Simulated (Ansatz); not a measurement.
The slice is one period of a {211} plane through atoms; its size isn't given.

Calculation: PBE (plane waves to 420 eV, PAW, scalar-relativistic; Ansatz, a first-principles code). Inside the PAW spheres the values are not all-electron values, and peaks at nuclei hang on which shells count as valence.

```
|899630003699|
|998520002589|
|775200000257|
|332100000123|
|100000000000|
|000000000000|
|000000000000|
|000000000000|
|000000000000|
|000000000000|
|000000000000|
|000000000000|
|000000000000|
|000000000000|
|100000000000|
|332100000123|
|775200000257|
|998520002589|
|899630003699|
|489730003798|
```
Scale: ten equal steps from -1.43 (start of '0') to 0.14 (end of '9'), in the order '0123456789'. Values: log₁₀ of the valence density in e/Å³. The map has 12 points along u (one character each, u = 0 at the left) and 20 along v (v = 0 in the bottom row). The scale is logarithmic, as a density can span decades between atoms and voids.

```
|x+@%.   .%@+|
|@@@+  .  +@@|
|@%+. .-. .+%|
|::  .-=-.  :|
|   .-+++-.  |
|.::-=====-::|
|===-------==|
|+=-:.....:-=|
|+=-..   ..-=|
|+=:.     .:=|
|+=-..   ..-=|
|+=-:.....:-=|
|===-------==|
|.::-=====-::|
|   .-+++-.  |
|::  .-=-.  :|
|@%+. .-. .+%|
|@@@+  .  +@@|
|x+@%.   .%@+|
|xx@@:   :@@x|
```
Scale: ten equal steps from 0.07 (start of ' ') to 0.87 (end of '@'), in the order ' .:-=+*#%@'. Values: electron localisation function (ELF). The map has 12 points along u (one character each, u = 0 at the left) and 20 along v (v = 0 in the bottom row). Points within 0.5 Å of a nucleus are blanked (x), as the pseudised field means little there.

**Question.** Which relaxed crystal do these maps come from?
A) Ba (bcc, W type)
B) Mo (bcc, W type)
C) Na (bcc, W type)

**Answer.** A, Ba (bcc, W type). Atoms on the slice: Ba at (0.00, 0.00)

All were relaxed with their symmetry unable to fall. Mo is run without spin polarisation.
